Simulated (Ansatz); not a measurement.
PbO:
```yaml
crystal:
  lattice:
    - [4.03435, 0.00000, 0.00000]
    - [0.00000, 4.03435, 0.00000]
    - [0.00000, 0.00000, 4.99524]
  atoms:
    - { symbol: Pb, position: [0.50000, 0.00000, 0.23767] }
    - { symbol: Pb, position: [0.00000, 0.50000, 0.76233] }
    - { symbol: O, position: [0.00000, 0.00000, 0.00000] }
    - { symbol: O, position: [0.50000, 0.50000, 0.00000] }
```

Tensor components refer to the Cartesian frame of this cell.

Problem. Give the high-frequency dielectric tensor and the Born effective charge tensors of the independent atoms from DFPT, the program Ansatz at the PBE+D3(BJ) level (PAW).

Solution. 
ε∞:
```
6.82  0.00  0.00
0.00  6.82  0.00
0.00  0.00  6.11
```
Z* of atom 1 (Pb), rows: field, columns: displacement, in e:
```
3.19  0.00  0.00
0.00  3.19  0.00
0.00  0.00  2.23
```
Z* of atom 3 (O), rows: field, columns: displacement, in e:
```
-3.19   0.00   0.00
 0.00  -3.19   0.00
 0.00   0.00  -2.23
```

Static charges for comparison (Bader): Pb1 +1.16, O3 -1.16 e. Born charges measure polarisation by displacement and can exceed these by far.

Space group P4/nmm. The cell was relaxed with PBE+D3(BJ) under the symmetry of its start. Scalar-relativistic: spin–orbit coupling is off unless named, which matters more the heavier the elements.

Potentials: the later of the program's two PAW sets.
